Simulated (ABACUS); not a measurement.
A self-consistent single point of Bi₂Se₃ (R-3m, 5 atoms in the cell; from Materials Project mp-541837, changed as shown).

```xyz
5
Lattice="2.0816 1.2018 9.9093 -2.0816 1.2018 9.9093 0.0000 -2.4036 9.9093" Properties=species:S:1:pos:R:3 pbc="T T T"
Bi     0.0000     0.0000    11.8447
Bi     0.0000     0.0000    17.8831
Se     0.0000     0.0000     0.0000
Se     0.0000     0.0000     6.4128
Se     0.0000     0.0000    23.3150
```

Method: PBE, numerical atomic orbitals TZP (confined pseudo-atomic orbitals with Gaussian additions; energy shift 0.01 Ry), PseudoDojo 0.5 standard norm-conserving PBE (tails mended) pseudopotentials in ABACUS.

ABACUS settings:

- basis: TZP numerical atomic orbitals, energy shift 0.01 Ry
- KPT: Gamma 4 4 4 0 0 0
- basis_type: lcao
- ecutwfc: 100 Ry
- smearing_method: gaussian
- smearing_sigma: 0.000734986 Ry
- potentials: PseudoDojo 0.5 standard norm-conserving PBE (tails mended)
- symmetry: 1
- ks_solver: genelpa
- scf_nmax: 100
- scf_thr: 1.0e-07
- mixing_type: broyden
- mixing_beta: 0.4

Question: Estimate, at this level of theory: gap on the k-point mesh, pressure and largest force (vector length).

Answer: The run gave:

* **Gap on the k-point mesh**: 0.46 eV
* **Pressure**: -0.30 GPa
* **Largest force (vector length)**: 0.144 eV/Å

Gaps are taken between levels on the mesh.

For comparison: a first run was changed to give this one (volume scaled by 0.98), and from it to this one the free energy goes down by 3.4 meV/atom, the pressure goes from -1.50 to -0.30 GPa and the gap on the mesh hardly changes (0.463 to 0.461 eV).

Spin-orbit coupling is left out, which matters for bands and gaps with elements this heavy. The atom-centred basis is finite, which shifts total energies, pressures, gaps and forces against plane waves. The structure comes from a collection of computed structures, made at another level of theory; the collection holds predicted forms beside known ones.

Cost on one core: roughly 4 core-minutes.

The atomic orbitals were generated for these runs; they are not ABACUS's published sets and were checked against plane waves on a few crystals only.

“Tails mended”: in these copies of the files the far tail of each local potential was reset to the Coulomb form.
